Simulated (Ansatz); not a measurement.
CdS:
```
CELL_PARAMETERS angstrom
      4.16414     0.00000     0.00000
     -2.08207     3.60625     0.00000
      0.00000     0.00000     6.76581
ATOMIC_POSITIONS crystal
  Cd 0.66667 0.33333 0.00108
  Cd 0.33333 0.66667 0.50108
  S  0.66667 0.33333 0.62412
  S  0.33333 0.66667 0.12412
```

Relaxed with r²SCAN. Independent-particle spectrum: no excitons, no local fields, no scissors shift; 0.1 eV broadening; ε₁ of the summed bands alone.

Task: Tabulate the dielectric function from plane-wave PAW r²SCAN (Ansatz code).

Result: 

| E (eV) | ε₁ xx | ε₂ xx | ε₁ zz | ε₂ zz |
|---|---|---|---|---|
| 0.0 | 5.43 | 0.00 | 5.47 | 0.00 |
| 0.4 | 5.46 | 0.00 | 5.50 | 0.00 |
| 0.8 | 5.56 | 0.00 | 5.61 | 0.00 |
| 1.2 | 5.78 | 0.00 | 5.83 | 0.00 |
| 1.6 | 6.41 | 0.12 | 6.41 | 0.06 |
| 2.0 | 6.36 | 0.97 | 6.51 | 1.00 |
| 2.4 | 6.23 | 1.20 | 6.33 | 1.29 |
| 2.8 | 6.28 | 1.34 | 6.32 | 1.47 |
| 3.2 | 6.51 | 1.50 | 6.46 | 1.65 |
| 3.6 | 7.02 | 1.80 | 6.79 | 1.88 |
| 4.0 | 7.72 | 3.27 | 7.38 | 2.30 |
| 4.4 | 7.46 | 3.90 | 8.57 | 3.31 |
| 4.8 | 6.05 | 6.17 | 7.87 | 8.25 |
| 5.2 | 5.50 | 6.05 | 4.39 | 7.52 |
| 5.6 | 4.54 | 5.45 | 2.86 | 6.65 |
| 6.0 | 4.55 | 7.19 | 1.42 | 4.85 |
| 6.4 | 3.76 | 4.73 | 4.93 | 4.02 |
| 6.8 | 4.07 | 6.88 | 4.06 | 7.33 |
| 7.2 | 0.19 | 8.90 | -0.06 | 8.49 |
| 7.6 | 1.17 | 5.25 | 0.68 | 5.51 |
| 8.0 | 0.82 | 7.56 | 1.29 | 6.34 |
| 8.4 | -2.46 | 5.98 | -2.39 | 7.29 |
| 8.8 | -3.03 | 3.75 | -3.15 | 3.96 |
| 9.2 | -1.66 | 3.00 | -1.95 | 2.75 |
| 9.6 | -1.68 | 2.74 | -1.52 | 2.39 |
| 10.0 | -1.35 | 2.09 | -1.07 | 2.12 |
| 10.4 | -1.27 | 1.93 | -1.22 | 2.23 |
| 10.8 | -0.88 | 1.52 | -1.08 | 1.87 |
| 11.2 | -0.54 | 1.58 | -0.84 | 1.39 |
| 11.6 | -0.59 | 1.68 | -0.46 | 1.50 |
| 12.0 | -0.72 | 1.43 | -0.71 | 1.49 |

Task: From ε at 3.6 eV (xx: 7.02 + 1.80i), find n, k, the normal reflectivity and the absorption coefficient.

Result: n = 2.67, k = 0.337, R = 21 %, α = 2kE/ħc = 120000 cm⁻¹.

With all bands, ε∞ without local fields is 5.58 (xx = yy), 5.63 (zz). DFPT, with local fields, gives 5.38 (xx = yy), 5.46 (zz).

Space group P6_3mc (wurtzite). The r²SCAN relaxation kept the symmetry of its start; phonons on a q-mesh show no instability. Spin–orbit coupling is left out wherever it is not named.

Potentials: the later of the program's two PAW sets.
